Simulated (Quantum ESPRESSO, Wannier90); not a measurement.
**WS2 (P6₃/mmc, 2Hc stacking as in molybdenite), plane waves to Wannier functions**

```
CELL_PARAMETERS angstrom
      3.18422     0.00000     0.00000
     -1.59211     2.75762     0.00000
      0.00000     0.00000    12.97828
ATOMIC_POSITIONS crystal
  W  0.33333 0.66667 0.25000
  W  0.66667 0.33333 0.75000
  S  0.33333 0.66667 0.62980
  S  0.66667 0.33333 0.37020
  S  0.66667 0.33333 0.12980
  S  0.33333 0.66667 0.87020
```

Structure: Materials Project mp-224, symmetrised, not relaxed again. COD (Crystallography Open Database) has the formula in 2 space groups, this one among them (matched by group alone). Method: PBEsol plane waves in Quantum ESPRESSO 7.5 (PseudoDojo norm-conserving files, 60 Ry, no spin polarisation, no spin-orbit coupling), Bloch states on a 6×6×4 mesh through Γ, Wannier90 4.0.1. Density: 12×12×4 mesh, cold smearing 0.01 Ry. The cell is built of weakly bound layers, chains or molecules, whose nearest atoms lie 3.84 Å apart. Database cells relaxed without dispersion often hold them too far apart, which can enlarge gaps and weakens couplings between them; spacing and stacking were not compared with the measured crystal. Spin-orbit coupling is left out although heavy elements are present.

The lattice is scaled uniformly with fixed fractional positions (axis ratios and free coordinates are held, so this isn't the response to pressure), and at each scale an atom-like model (W d, S p; disentangled, num_iter = 0) is made. Listed is the largest hopping of each kind of orbital pair shown, with the distance of the two functions' centres at scale 1; the mesh was not varied.

| scale | gap (eV) | modulus of t, W1 dyz–S4 py at 2.34 Å (eV) | modulus of t, S5 pz–S4 pz at 3.30 Å (eV) | modulus of t, W1 dx2-y2–W1 dx2-y2 at 3.18 Å (eV) |
|---|---|---|---|---|
| 0.980 | 1.150 | 1.832 | 1.180 | 0.815 |
| 0.990 | 1.172 | 1.773 | 1.170 | 0.776 |
| 1.000 | 1.187 | 1.712 | 1.159 | 0.734 |
| 1.010 | 1.198 | 1.656 | 1.146 | 0.699 |
| 1.020 | 1.199 | 1.603 | 1.134 | 0.664 |

### Question
With |t| ∝ d^(−η), find η for each hopping from the ends of the series, and the volume deformation potential of the gap at scale 1.

### Answer
- W1 dyz–S4 py at 2.34 Å: η = −ln(1.603/1.832)/ln(1.020/0.980) = 3.3
- S5 pz–S4 pz at 3.30 Å: η = −ln(1.134/1.180)/ln(1.020/0.980) = 1.0
- W1 dx2-y2–W1 dx2-y2 at 3.18 Å: η = −ln(0.664/0.815)/ln(1.020/0.980) = 5.1
Harrison's rules would take η = 3.5, 2.0, 5.0 for these pairs; they describe atomic orbitals, while these are orthogonalised and change shape with the volume.
Volume deformation potential of the gap: dE_g/d ln V = (1.198 − 1.172)/(3 ln(1.010/0.990)) = 0.4 eV. The slope changes along the series, so this value holds near scale 1 alone.
